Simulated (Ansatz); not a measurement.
The elements of this relaxed trial crystal are hidden behind letters.

```
lattice vectors (Å)
   3.8603    0.0000    0.0000
  -1.9302    3.3432    0.0000
   0.0000    0.0000    5.7117
fractional positions
X 0.0000 0.0000 0.5000
Z 0.0000 0.0000 0.0000
Q 0.3333 0.6667 0.5915
Q 0.6667 0.3333 0.4085
```

Theory: Ansatz, DFT PBE, scalar-relativistic, plane waves, PAW. The final run on the 4-atom cell used 420 eV, a Γ-centred 12×12×8 mesh, 0.10 eV smearing and no spin polarisation.

| Item | Value |
| --- | --- |
| Space group | P-3m1 (No. 164) |
| Conventional cell | a = 3.860 Å, c = 5.712 Å |
| Volume per atom | 18.43 Å³ |
| Density | 5.26 g/cm³ |
| Formation energy | −2.35 eV/atom |
| Gap on the 12×12×8 mesh of the 4-atom cell | 0 eV (a metal) |

Energies are uncorrected and count from the elements' standard states at the same level.

Task: X is a d-block element of period 5, Z is a d-block element of period 5 and Q is a p-block element of period 2. Which elements are they?

Result: X = Y, Z = Pd, Q = F, so the formula is YPdF2. Density times volume gives a mean mass of 5.26 × 18.43/1.6605 = 58.4 u per atom, and this set has 58.3 u. Around Y lie 6 F at 2.29 Å and 2 Pd at 2.86 Å; Pd has 2 Y at 2.86 Å and 6 F at 3.23 Å; F has 3 Y at 2.29 Å, 3 F at 2.46 Å and 3 Pd at 3.23 Å. Swapping Y and Pd leaves the mass as it is, so only the distances can place them.

An odd number of electrons in the primitive cell allows no gap without spin; a larger cell or a magnetic state could open one. A structure relaxed within its symmetry needn't be a true minimum.
